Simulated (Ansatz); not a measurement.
TiSi (rock salt, space group No. 225) at seven volumes, DFT-r²SCAN in the program Ansatz with PAW potentials, scaled uniformly. One row is withheld.

| V (Å³/atom) | P (GPa) |
|---|---|
| 14.992 | 13.24 |
| 15.486 | 8.18 |
| 15.980 | 3.80 |
| 16.474 | 0.00 |
| 16.969 | ? |
| 17.463 | -6.16 |
| 17.957 | -8.63 |

Question: Fit the shown pressures and predict the withheld one.

Answer: P = (3/2)B₀(x^(7/2) − x^(5/2))[1 + (3/4)(B′ − 4)(x − 1)] with x = (V₀/V)^(2/3). Least squares on the six rows gives V₀ = 16.474 Å³/atom, B₀ = 118 GPa, B′ = 3.74. At V = 16.969, x = 0.9805 and P = -3.31 GPa. The run itself gave -3.30 GPa.

Space group Fm-3m (rock salt). A made-up cell: these elements were put on the sites of a structure type; neither database checked (COD, Materials Project) lists it. COD files the formula under space group No. 25, so this cell is another polymorph or a model. Its standing as an ambient phase is unchecked. Symmetry was held in the r²SCAN relaxation; whether a distortion lowers the energy is not shown. No spin polarisation was allowed.

Potentials: the later of the program's two PAW sets.
